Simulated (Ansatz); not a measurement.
With the program Ansatz at the PBE level (PAW), GaP in the rock salt structure (Fm-3m) relaxes to a = 5.158 Å. Ga has 6 nearest neighbours from 2.58 Å (octahedral); P has 6 nearest neighbours from 2.58 Å (octahedral). Its formation energy from the elements is -0.025 eV/atom, with no fitted shifts.

Electronic character: metallic (no gap). Gap from PBE with spin–orbit coupling: none (metallic).

The bulk modulus is 88.0 GPa.

The start of the workflow was typed in or built on a structure type; neither database checked (COD, Materials Project) lists it. It is not the phase usual at ambient conditions (space group No. 216). The PBE relaxation kept the symmetry of its start; its stability against distortions is not shown here. The references are the lowest solids computed at this level, not always the standard phases. Scalar-relativistic: spin–orbit coupling is off unless named, which matters more the heavier the elements.

Potentials: the earlier of the program's two PAW sets.
